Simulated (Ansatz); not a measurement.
MoSi2 (MoSi2 type, space group I4/mmm)

```
CELL_PARAMETERS angstrom
     -1.59521     1.59521     3.91055
      1.59521    -1.59521     3.91055
      1.59521     1.59521    -3.91055
ATOMIC_POSITIONS crystal
  Mo 0.00000 0.00000 0.00000
  Si 0.33508 0.33508 0.00000
  Si 0.66492 0.66492 0.00000
```

The volume is varied about the relaxed value V₀ at fixed cell shape. The atoms relax within the cell's symmetry.

These are PBEsol (plane waves to 420 eV, PAW, scalar-relativistic; Ansatz, an electronic-structure program) values and carry that method's errors. k mesh 20×20×20 (Γ-centred), Fermi-Dirac smearing 0.05 eV. E stands for the smeared free energy. Stress and pressure are positive under compression. MoSi2 is run without spin polarisation. MoSi2 was relaxed with its symmetry unable to fall. The PAW data are Ansatz's earlier set. ΔE is measured from the relaxed starting cell.

### Question
What ΔE (eV/atom) and P (GPa) does the calculation give at V/V₀ = 0.970, 0.980, 1.010, 1.030, 1.040, 1.060?

### Answer
```
V/V₀   ΔE (eV/atom)  P (GPa)
-----  ------------  -------
0.970         0.009      7.2
0.980         0.004      4.6
1.010         0.001     -2.1
1.030         0.008     -6.1
1.040         0.014     -7.9
1.060         0.029    -11.2
```

(A scan under strain: stresses follow from slopes of the energy per volume, elastic moduli from its curvatures.)
